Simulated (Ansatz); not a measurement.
**Ansatz run, Rb2CuSnSe4**

Input file of Ansatz 0.2.0:

```yaml
crystal:
  lattice:
    - [-4.18845442, 4.18845442, 3.51331331]
    - [4.18845442, -4.18845442, 3.51331331]
    - [4.18845442, 4.18845442, -3.51331331]
  atoms:
    - { symbol: Cu, position: [0.0, 0.0, 0.0] }
    - { symbol: Se, position: [0.4297, 0.4297, 0.3422] }
    - { symbol: Se, position: [0.5703, 0.9125, 0.0] }
    - { symbol: Se, position: [0.0875, 0.0875, 0.6578] }
    - { symbol: Se, position: [0.9125, 0.5703, 0.0] }
    - { symbol: Sn, position: [0.5, 0.5, 0.0] }
    - { symbol: Rb, position: [0.0, 0.5, 0.5] }
    - { symbol: Rb, position: [0.5, 0.0, 0.5] }
  symmetry: { tolerance: 0.0003 }
kpoints:
  mp_grid: { grid: [6, 6, 6], shift: [0, 0, 0] }
  band_path:
    path:
      - [0.0, 0.0, 0.0]
      - [0.0, 0.0, 0.5]
      - [-0.5, 0.5, 0.5]
      - [0.0, 0.0, 0.0]
      - [0.42590014, 0.42590014, -0.42590014]
      - [-0.42590014, 0.57409986, 0.42590014]
      - [-0.5, 0.5, 0.5]
      - [0.0, 0.0, 0.5]
      - [0.25, 0.25, 0.25]
      - [0.0, 0.5, 0.0]
      - [0.0, 0.0, 0.0]
    npoints: 6
magnetization:
  spin_polarized: false
scf:
  occupations: { method: gaussian, width: 0.141 }
  lower_state_search: "off"
  max_iter: 200
hamiltonian:
  pseudopotentials: { kind: paw }
  xc: r2scan
basis:
  ecutwfc: 500
  fft_grid_basis: typed
output:
  forces: true
  stress: true
  eigenvalues: true
  bader: true
  populations: true
  elf: true
  write_potential: true
  volumetric_format: npy
  dos:
    e_range: [-12, 8]
    de: 0.05
    projected: { site_lists: { Cu: [Cu], Rb: [Rb], Se: [Se], Sn: [Sn] } }
checkpoint:
  read: saved_state
```

The saved state is an earlier solution for the same cell, perhaps on another mesh. 

Parts of the output:

```
SCF iter   1: F=-41143.8649 eV  Δρ=1.02e-3  dr2=2.05e-3  dr2_τ=2.26e-4
SCF iter   2: F=-41143.8656 eV  Δρ=6.64e-4  dr2=9.88e-4  dr2_τ=1.09e-5
SCF iter   3: F=-41143.8661 eV  Δρ=3.91e-4  dr2=4.82e-4  dr2_τ=5.27e-6
SCF iter   4: F=-41143.8659 eV  Δρ=5.59e-4  dr2=6.10e-4  dr2_τ=3.53e-6
SCF iter   5: F=-41143.8664 eV  Δρ=2.35e-4  dr2=1.19e-4  dr2_τ=3.44e-6
SCF iter   6: F=-41143.8665 eV  Δρ=1.27e-4  dr2=3.12e-5  dr2_τ=1.83e-7
SCF iter   7: F=-41143.8665 eV  Δρ=1.38e-5  dr2=2.01e-7  dr2_τ=7.27e-8
SCF iter   8: F=-41143.8665 eV  Δρ=2.52e-6  dr2=1.62e-8  dr2_τ=1.03e-9
Free energy (F): -41143.8665 eV
Harris-Foulkes:  -41143.8665 eV  (|F-HF|=3.48e-9)
Internal energy: -41143.7553 eV  (E = F + TS)
E sigma→0 (E₀):  -41143.8109 eV
Entropy (-TS):   -0.1112 eV (-13.902 meV/atom)
Fermi energy:    5.2247 eV
--- Per-component energies (eV) ---
  E_band       = -2551.7525
  E_kinetic    = 1339.4743
  E_local      = -19525.5776  (includes V_loc(G=0)·N_el)
  E_nonlocal   = -1662.2672
  E_hartree    = 9158.0446
  E_xc         = -1094.4445
  E_vxc        = -944.0983  (∫ρ·V_xc dr)
  E_paw        = -18821.0539  (= ΣΔE_a)
  E_vpaw       = -127.3730  (= ΣTr[D̂ρ^β])
  E_aug_tail   = -0.0007  (compensation charges beyond the density's cutoff)
  E_vtau       = 52.0080  (kinetic-family band-sum trace: ∫τ·v_τ [+ j·A + Jᵃ·Aᵃ] dr)
  E_ewald      = -10531.0115
  E_core_change = -6.9187  (= ΣΔE_core)
  E_smearing   = -0.1112  (= −TS)
--- Forces (eV/Å), atoms counted from 1 ---
  atom   1  Cu     0.0000     0.0000     0.0000
  atom   2  Se    -0.8725    -0.8725    -0.0399
  atom   3  Se    -0.8725     0.8725     0.0399
  atom   4  Se     0.8725     0.8725    -0.0399
  atom   5  Se     0.8725    -0.8725     0.0399
  atom   6  Sn     0.0000     0.0000     0.0000
  atom   7  Rb     0.0000     0.0000     0.0000
  atom   8  Rb     0.0000     0.0000     0.0000
--- Stress (GPa, compression-positive) ---
       -3.2806       0.0000       0.0000
        0.0000      -3.2806       0.0000
        0.0000       0.0000      -3.9253
  P = ⅓ Tr σ = -3.4955 GPa (-34.955 kbar)
--- Löwdin populations: 8 sites ---
  site symbol       q [e]
     0     Cu     18.3087
     1     Se     16.6269
     2     Se     16.6269
     3     Se     16.6269
     4     Se     16.6269
     5     Sn     13.3123
     6     Rb      8.2623
     7     Rb      8.2623
  spilling = 0.0030 (of n_electrons = 115.0000)
--- Bader charges: 8 sites ---
  site symbol  charge [e]  shift [e]
     0     Cu      0.5467     0.0022
     1     Se     -0.8350     0.0011
     2     Se     -0.8350     0.0011
     3     Se     -0.8350     0.0011
     4     Se     -0.8350     0.0011
     5     Sn      1.1868     0.0021
     6     Rb      0.8032     0.0000
     7     Rb      0.8032     0.0000
```

Origin: a known structure type with other elements, at an estimated volume, so it need not be a known compound. Caveats: many states at the Fermi level without spin polarisation, so a magnetic state may lie lower.
